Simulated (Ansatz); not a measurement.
Data:

LaC₂:
```
LaC2
1.0
   -1.97456     2.38403     2.65685
    1.97456    -2.38403     2.65685
    1.97456     2.38403    -2.65685
La C
1 2
Direct
  0.00000   0.00000   0.00000
  0.63498   0.50000   0.13498
  0.36502   0.50000   0.86502
```

This is the LDA-relaxed structure.

Problem. All from LDA (plane waves, PAW; program Ansatz), unless another level is named. Give the electronic character.

Solution. metallic (no gap).

Problem. Give the formation energy from the elements (no fitted shifts).

Solution. -0.030 eV/atom.

Problem. What about the density of states at the Fermi level?

Solution. 0.28 states/eV per atom (mean over ±0.08 eV).

Space group Immm. The first step of the workflow began from a Materials Project structure, measured or hypothetical; the Crystallography Open Database copy checked does not list it. COD files the formula under space group No. 139. Whether it is the stable phase at ambient conditions was not checked. The cell was relaxed with LDA under the symmetry of its start; whether a distortion lowers the energy is not shown. The references are the lowest solids computed at this level, not always the standard phases. Spin–orbit coupling is left out wherever it is not named.

Potentials: the later of the program's two PAW sets.
